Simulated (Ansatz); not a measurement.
MoSe₂:
```
MoSe2
1.0
    3.24820     0.00000     0.00000
   -1.62410     2.81302     0.00000
    0.00000     0.00000    12.74192
Mo Se
2 4
Direct
  0.66667   0.33333   0.75000
  0.33333   0.66667   0.25000
  0.33333   0.66667   0.88007
  0.66667   0.33333   0.11993
  0.66667   0.33333   0.38007
  0.33333   0.66667   0.61993
```

Relaxed with LDA. Special points in fractions of this cell's reciprocal vectors: Γ (0.000, 0.000, 0.000); M (0.500, 0.000, 0.000); K (0.333, 0.333, 0.000); A (0.000, 0.000, 0.500); L (0.500, 0.000, 0.500); H (0.333, 0.333, 0.500).

List the band energies nearest the valence-band maximum at these points for DFT-LDA in the program Ansatz with PAW potentials.

In eV from the valence-band maximum; about four levels below and three above (degenerate sets whole), none deeper than 8.9 eV; points with the same levels are listed once.

| k | below | above |
|---|---|---|
| Γ | -1.52 -1.52 -1.26 -0.75 0.00 | 2.56 2.56 2.63 2.63 |
| M | -1.26 -1.16 -1.16 -0.86 | 1.61 1.67 1.83 |
| K | -2.43 -2.43 -0.57 -0.32 | 1.19 1.19 1.51 |
| A | -1.55 -1.55 -1.55 -1.55 -0.18 -0.18 | 2.57 2.57 2.57 2.57 |
| L | -1.20 -1.20 -1.01 -1.01 | 1.64 1.64 2.06 2.06 |
| H | -2.65 -2.65 -0.47 -0.47 | 1.20 1.20 2.06 2.06 |

Space group P6_3/mmc. The LDA relaxation kept the symmetry of its start; phonons on a q-mesh show no instability. No spin polarisation was allowed. A crystal of weakly bound layers computed without a dispersion correction: the cell and the soft elastic constants depend strongly on that. Spin–orbit coupling is left out wherever it is not named.

Potentials: the earlier of the program's two PAW sets.
